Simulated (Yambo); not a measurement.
**CsNO3: sweep of GW parameters**

G0W0@PBEsol for CsNO₃ (space group Pmmn, No. 59) in Yambo. Reference settings: 2×2×2 Γ-centred k mesh, 321 bands and a 8 Ry block in the screening, 321 bands in G with the Bruneval-Gonze terminator, plasmon pole fitted at 27.2 eV. The PBEsol gap (0, 0, -0.5) → (0, 0, -0.5) on this mesh is 3.09 eV; G0W0 gaps are taken between the same points.

| change from the reference | G0W0 gap (0, 0, -0.5) → (0, 0, -0.5) (eV) | shift of the valence edge (eV) | rough Yambo cost |
|---|---|---|---|
| reference settings | 6.90 | -1.63 | 1 |
| 118 bands in W, 118 bands in G | 7.04 | -1.51 | about 1/3 |
| 205 bands in W, 205 bands in G | 6.94 | -1.57 | within a factor of two |
| 118 bands in G | 6.92 | -1.63 | – |
| 205 bands in G | 6.90 | -1.63 | – |
| 1 Ry block | 8.01 | -2.57 | about 1/3 |
| 7 Ry block | 6.93 | -1.61 | within a factor of two |
| pole fitted at 10 eV | 6.74 | -1.50 | – |
| no random integration | 6.79 | -1.39 | – |
| 118 bands in G, no terminator | 6.97 | -0.98 | – |

The reference isn't shown to be the converged limit. Costs are rough (shared machines), scaled to the same edge states, and given only for runs that recompute the screening.

Geometry of the Materials Project entry, not relaxed at this level; primitive cell a = 5.550 Å, b = 6.155 Å, c = 5.079 Å, α = β = γ = 90.00°.

The structure is a Materials Project entry; no match was found in the copy of COD used, and its stability was not checked.

A shift is the quasiparticle energy of the state minus its PBEsol energy.
